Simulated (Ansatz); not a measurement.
BaSn2:
```
BaSn2
1.0
    4.68109     0.00000     0.00000
   -2.34055     4.05395     0.00000
    0.00000     0.00000     5.42814
Ba Sn
1 2
Cartesian
  0.00000   0.00000   2.71407
  2.34055   1.35132   4.85808
  0.00000   2.70263   0.57007
```

Relaxed with PBEsol. Special points in fractions of this cell's reciprocal vectors: Γ (0.000, 0.000, 0.000); M (0.500, 0.000, 0.000); K (0.333, 0.333, 0.000); A (0.000, 0.000, 0.500); L (0.500, 0.000, 0.500); H (0.333, 0.333, 0.500).

Problem. List the band energies nearest the Fermi level at these points for PBEsol with spin–orbit coupling in the plane-wave PAW code Ansatz.

Solution. In eV from the Fermi level; about four levels below and three above (degenerate sets whole), none deeper than 8.9 eV; points with the same levels are listed once.

```
k                    below                above
-  -----------------------  -------------------
Γ  -1.37 -1.37 -1.31 -1.31  0.20 0.20 1.78 1.78
M  -0.34 -0.34 -0.13 -0.13  0.95 0.95 1.40 1.40
K  -1.92 -1.92 -1.84 -1.84  1.58 1.58 1.61 1.61
A  -0.67 -0.67 -0.59 -0.59  0.18 0.18 0.34 0.34
L  -2.28 -2.28 -2.24 -2.24  0.85 0.85 2.17 2.17
H  -1.93 -1.93 -1.86 -1.86  1.26 1.26 2.19 2.19
```

Space group P-3m1. The workflow started from an entry of the Crystallography Open Database (COD, 293 K). Its standing as an ambient phase is unchecked. The PBEsol relaxation kept the symmetry of its start; whether a distortion lowers the energy is not shown. The Fermi level of a semimetal is unsure by some 0.05 eV on such meshes.

Potentials: the later of the program's two PAW sets.
